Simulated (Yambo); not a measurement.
SrO2 (space group Pnma, No. 62), G0W0@PBEsol in Yambo with this input:

```
rim_cut
gw0
dyson
el_el_corr
HF_and_locXC
ppa
em1d
RandQpts= 1000000
RandGvec= 1 Ry
EXXRLvcs= 84 Ry
VXCRLvcs= 336 Ry
Chimod= "HARTREE"
% BndsRnXp
 1 | 296 |
%
NGsBlkXp= 7 Ry
% LongDrXp
 1.0 | 1.0 | 1.0 |
%
PPAPntXp= 27.2114 eV
% GbndRnge
 1 | 296 |
%
GTermKind= "BG"
DysSolver= "n"
ExtendOut
```

On a 1×2×2 mesh, with wavefunctions cut at 84 Ry, the gap ((0, -0.5, 0) → (0, 0, -0.5)) is 5.380 eV and the valence edge shifts by -1.159 eV.

**Question.** What happens with this change: 3 Ry block?

**Answer.** The gap rises by 0.103 eV, to 5.483 eV; the shift of the valence edge becomes -1.216 eV. Neither run is shown to be the converged limit.

Geometry of the Materials Project entry, not relaxed at this level; primitive cell a = 8.511 Å, b = 4.947 Å, c = 4.724 Å, α = β = γ = 90.00°.

The structure is a Materials Project entry; no match was found in the copy of COD used, and its stability was not checked.

A shift is the quasiparticle energy of the state minus its PBEsol energy.
